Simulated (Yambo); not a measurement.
TlGeCl$_{3}$ (space group Cm, No. 8), G0W0@LDA (Yambo, plasmon pole, terminator in G, 2×2×2 mesh): gap (-0.5, -0.5, -0.5) → (-0.5, -0.5, -0.5) in eV by bands and screening block.

```tsv
bands (W and G)	2 Ry	3 Ry	5 Ry	6 Ry	8 Ry
61	___	___	2.52	___	2.59
99	2.22	2.27	2.47	2.52	2.58
149	2.19	2.24	2.45	2.51	2.57
212	2.18	2.23	2.43	2.50	2.57
275	2.18	2.23	2.43	2.50	2.58
```

Problem. Estimate the withheld gaps from their neighbours; the computed values follow.

Solution. 
- 61, 2 Ry: 2.30
- 61, 3 Ry: 2.36
- 61, 6 Ry: 2.55

The largest settings aren't shown to be the converged limit.

The standard potentials for Ge, Tl keep a d shell in the valence without the s and p states of that shell. In tests on such compounds this moved G0W0 gaps by up to about 0.9 eV, so absolute quasiparticle energies here are unreliable; differences between settings are what counts.

Spin-orbit coupling is not included.

Geometry of the Materials Project entry, not relaxed at this level; primitive cell a = b = 5.328 Å, c = 5.322 Å, α = β = 90.77°, γ = 89.16°.

The structure is a Materials Project entry; no match was found in the copy of COD used, and its stability was not checked.
